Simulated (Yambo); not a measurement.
Yambo run on F (space group C2/c, No. 15). The wavefunctions are PBEsol (Quantum ESPRESSO, PseudoDojo norm-conserving, 84 Ry, scalar-relativistic) ones on a 6×6×2 mesh (14 occupied bands); a = b = 3.0073 Å, c = 6.6216 Å, α = β = 94.14°, γ = 63.57°.

Yambo input:

```
rim_cut
HF_and_locXC
RandQpts= 1000000
RandGvec= 1 Ry
EXXRLvcs= 84 Ry
VXCRLvcs= 336 Ry
% QPkrange
 1 | 1 | 14 | 15 |
 7 | 7 | 14 | 15 |
 8 | 8 | 14 | 15 |
 25 | 25 | 14 | 15 |
 26 | 26 | 14 | 15 |
 31 | 31 | 14 | 15 |
 32 | 32 | 14 | 15 |
%
```

k points by index: 1 = Γ, 7 = (0, -0.5, 0), 8 = (0, -0.5, -0.5), 25 = (-0.5, -0.5, 0), 26 = (-0.5, -0.5, -0.5), 31 = (0.5, 0, 0), 32 = (0.5, 0, 0.5).

The o-*.hf file then holds:

```
#    K-point    Band    Eo [eV]    Ehf [eV]    Vxc [eV]    Vnlxc [eV]
#
    1    14    0.000000    -8.769480    -23.73486    -32.50434
    1    15    2.465372    9.320611    -22.29906    -15.44382
    7    14    -0.135688    -8.807927    -23.51779    -32.19003
    7    15    3.152867    10.37348    -23.71490    -16.49429
    8    14    -0.050384    -8.743506    -23.67656    -32.36968
    8    15    3.064099    10.46576    -23.45121    -16.04955
    25    14    -0.174127    -8.897297    -23.46274    -32.18591
    25    15    2.758473    9.988560    -23.08569    -15.85560
    26    14    -0.454378    -9.144378    -23.01954    -31.70953
    26    15    3.125328    10.59233    -23.56033    -16.09333
    31    14    -0.135688    -8.807908    -23.51783    -32.19004
    31    15    3.152870    10.37366    -23.71509    -16.49430
    32    14    -0.050384    -8.743478    -23.67658    -32.36967
    32    15    3.064099    10.46579    -23.45124    -16.04955
```
Exchange alone, without screening.

Geometry of the Materials Project entry, not relaxed at this level.

The distance between layers or molecules is the database entry's, not relaxed here. Functionals without dispersion can leave it too large, which widens gaps and weakens the response across layers: the numbers belong to this cell.
